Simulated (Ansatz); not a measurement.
Bulk modulus by a P(V) fit from LDA minus that from PBEsol (% of the latter), each on its own relaxed cell (Ansatz, a first-principles code, plane waves, PAW; no spin–orbit coupling, no Hubbard U), over 38 phases of the class «halides»: what sign and size do you expect?

Mean 23 %, median 21 %, mean absolute 23 %; eight in ten lie between 16 and 32 %, and 100 % are above zero.

Some cases that may be named, with their rank among the 38 from the lowest: NaMgF3, cubic perovskite 16 % (rank 5); CsPbCl3, cubic perovskite 18 % (rank 11); CsPbBr3, cubic perovskite 18 % (rank 12); KMgF3, cubic perovskite 19 % (rank 15); NaF, rock salt 26 % (rank 27); Cs2SnI6, Fm-3m (Cs on 8c, Sn on 4a, I on 24e) 52 % (rank 38).

The phases are those computed here (of each formula those with measured values and the lowest at some level), not a balanced benchmark, and neither functional is the truth. Pairs that end in unlike spin orders or unlike minima (c/a over 6 % apart, 30 % for weakly bound crystals), magnets with 4f shells, solids of gases and phases set aside for tests are left out.

Not the usual ambient phase: CsPbCl3, cubic perovskite; CsPbBr3, cubic perovskite. Standing as an ambient phase not checked: NaMgF3, cubic perovskite. Unstable at this level: NaMgF3, cubic perovskite with LDA; NaMgF3, cubic perovskite with PBEsol; CsPbCl3, cubic perovskite with LDA. All cells were relaxed under the symmetry of their starts (and spin orders); stability against distortions was not tested throughout. Scalar-relativistic: spin–orbit coupling is off unless named, which matters more the heavier the elements.

Potentials: the later of the program's two PAW sets.

Ansatz is a plane-wave DFT program.
